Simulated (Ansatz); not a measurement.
Mo$_{3}$Ir:
```yaml
crystal:
  lattice:
    - [4.96767, 0.00000, 0.00000]
    - [0.00000, 4.96767, 0.00000]
    - [0.00000, 0.00000, 4.96767]
  atoms:
    - { symbol: Mo, position: [0.50000, 0.25000, 0.00000] }
    - { symbol: Mo, position: [0.50000, 0.75000, 0.00000] }
    - { symbol: Mo, position: [0.25000, 0.00000, 0.50000] }
    - { symbol: Mo, position: [0.75000, 0.00000, 0.50000] }
    - { symbol: Mo, position: [0.00000, 0.50000, 0.25000] }
    - { symbol: Mo, position: [0.00000, 0.50000, 0.75000] }
    - { symbol: Ir, position: [0.50000, 0.50000, 0.50000] }
    - { symbol: Ir, position: [0.00000, 0.00000, 0.00000] }
```

Relaxed with r²SCAN. Special points in fractions of this cell's reciprocal vectors: Γ (0.000, 0.000, 0.000); X (0.000, 0.500, 0.000); M (0.500, 0.500, 0.000); R (0.500, 0.500, 0.500).

List the band energies nearest the Fermi level at these points for the program Ansatz at the r²SCAN level (PAW).

In eV from the Fermi level; about four levels below and three above (degenerate sets whole), none deeper than 8.9 eV; points with the same levels are listed once.

```
k                                below                          above
-  -----------------------------------  -----------------------------
Γ        -2.49 -2.49 -1.61 -1.61 -1.61       0.05 0.05 0.24 0.24 0.24
X              -0.41 -0.41 -0.04 -0.04            1.56 1.56 1.61 1.61
M        -1.17 -1.17 -0.77 -0.77 -0.09            0.23 0.38 0.46 0.46
R  -1.58 -1.58 -1.58 -1.58 -1.58 -1.58  0.32 0.32 0.32 0.32 0.32 0.32
```

Space group Pm-3n (A15 (Cr3Si type)). The first step of the workflow began from a Materials Project structure, measured or hypothetical; the Crystallography Open Database copy checked does not list it. Its standing as an ambient phase is unchecked. The cell was relaxed with r²SCAN under the symmetry of its start; whether a distortion lowers the energy is not shown. No spin polarisation was allowed. Scalar-relativistic: spin–orbit coupling is off unless named, which matters more the heavier the elements.

Potentials: the later of the program's two PAW sets.
